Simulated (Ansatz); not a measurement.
CaO:
```
CaO
1.0
    0.00000     2.39770     2.39770
    2.39770     0.00000     2.39770
    2.39770     2.39770     0.00000
Ca O
1 1
Direct
  0.00000   0.00000   0.00000
  0.50000   0.50000   0.50000
```

Cartesian axes are those of the cell as given.

**Question.** Give the high-frequency dielectric tensor and the Born effective charge tensors of the independent atoms from DFPT, the program Ansatz at the r²SCAN level (PAW).

**Answer.** 
ε∞:
```
3.52  0.00  0.00
0.00  3.52  0.00
0.00  0.00  3.52
```
Z* of atom 1 (Ca), rows: field, columns: displacement, in e:
```
2.33  0.00  0.00
0.00  2.33  0.00
0.00  0.00  2.33
```
Z* of atom 2 (O), rows: field, columns: displacement, in e:
```
-2.33   0.00   0.00
 0.00  -2.33   0.00
 0.00   0.00  -2.33
```

Static charges for comparison (Bader): Ca1 +1.52, O2 -1.52 e. Born charges measure polarisation by displacement and can exceed these by far.

Space group Fm-3m (rock salt). Symmetry was held in the r²SCAN relaxation; phonons on a q-mesh show no instability.

Potentials: the earlier of the program's two PAW sets.
